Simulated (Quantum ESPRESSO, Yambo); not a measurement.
MgV2O6 (space group C2/m, No. 12): one geometry, one set of PBEsol (Quantum ESPRESSO, PseudoDojo norm-conserving, 84 Ry, scalar-relativistic) orbitals, self-energies from Yambo (4×4×2 Γ-centred k mesh, bands 4 to 141 and a 6 Ry block in the screening, 141 bands in G with the Bruneval-Gonze terminator, plasmon pole fitted at 27.2 eV).

| level | gap (0, 0, -0.5) → (0, -0.5, 0) (eV) | direct gap at (0, -0.5, 0) (eV) |
|---|---|---|
| PBEsol (Quantum ESPRESSO) | 2.54 | 2.61 |
| exchange only (Hartree-Fock self-energy on PBEsol orbitals) | 14.94 | 14.74 |
| static COHSEX@PBEsol | ? | ? |
| G0W0@PBEsol, plasmon pole | ? | ? |

Task: Fill in the missing entries.

Result: 
- static COHSEX@PBEsol, gap (0, 0, -0.5) → (0, -0.5, 0) (eV): 5.45
- static COHSEX@PBEsol, direct gap at (0, -0.5, 0) (eV): 5.44
- G0W0@PBEsol, plasmon pole, gap (0, 0, -0.5) → (0, -0.5, 0) (eV): 4.68
- G0W0@PBEsol, plasmon pole, direct gap at (0, -0.5, 0) (eV): 4.69

Bare exchange has no screening and gives the widest gap; static COHSEX screens it but leaves out the frequency dependence, which G0W0 restores. All rows use the PBEsol edge points; in the exchange only run other k points give a smaller gap, 14.59 eV.

Convergence of the G0W0 settings was not tested.

Geometry of the Materials Project entry, not relaxed at this level; primitive cell a = b = 5.194 Å, c = 7.055 Å, α = β = 105.13°, γ = 39.80°.

The runs are not spin-polarised; magnetic order was not tried.
